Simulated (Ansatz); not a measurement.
**ReW: computed property card**

ReW:
```cif
data_ReW
_chemical_formula_sum 'W1 Re1'
_space_group_name_H-M_alt 'Pm-3m'
_space_group_IT_number 221
_space_group_name_Hall '-P 4 2 3'
_cell_length_a 3.14695
_cell_length_b 3.14695
_cell_length_c 3.14695
_cell_angle_alpha 90.000
_cell_angle_beta 90.000
_cell_angle_gamma 90.000
loop_
_atom_site_label
_atom_site_type_symbol
_atom_site_symmetry_multiplicity
_atom_site_Wyckoff_symbol
_atom_site_fract_x
_atom_site_fract_y
_atom_site_fract_z
_atom_site_occupancy
W1 W 1 a 0.00000 0.00000 0.00000 1
Re1 Re 1 b 0.50000 0.50000 0.50000 1
```

Space group Pm-3m (No. 221), CsCl type; conventional cell a = 3.1469 Å, b = 3.1469 Å, c = 3.1469 Å, α = 90.00°, β = 90.00°, γ = 90.00°.

Method: plane-wave PAW PBE (Ansatz code). Geometry: relaxed at this level of theory. Other levels are named where they apply.

**Cell and energy**

```
Property                                                      Result
-----------------------------------------------------  -------------
Volume per atom                                             15.58 Å³
Density                                                  19.72 g/cm³
Formation energy from the elements (no fitted shifts)  0.093 eV/atom
```

**Electronic structure**

```
Property                                                                     Value
------------------------------------  --------------------------------------------
Electronic character                                             metallic (no gap)
Density of states at the Fermi level  0.89 states/eV per atom (mean over ±0.08 eV)
Gap with spin–orbit coupling                                       none (metallic)
```

**Mechanics**

```
Quantity                             Result
----------------------------------  -------
Bulk modulus (Birch–Murnaghan fit)  330 GPa
Pressure derivative B′                  4.3
```

The cell is a constructed one: a structure type filled with these elements; neither database checked (COD, Materials Project) lists it. Whether it is the stable phase at ambient conditions was not checked. The PBE relaxation kept the symmetry of its start; whether a distortion lowers the energy is not shown. The run is not spin-polarised. The references are the lowest solids computed at this level, not always the standard phases. Spin–orbit coupling is left out wherever it is not named.

Potentials: the earlier of the program's two PAW sets.
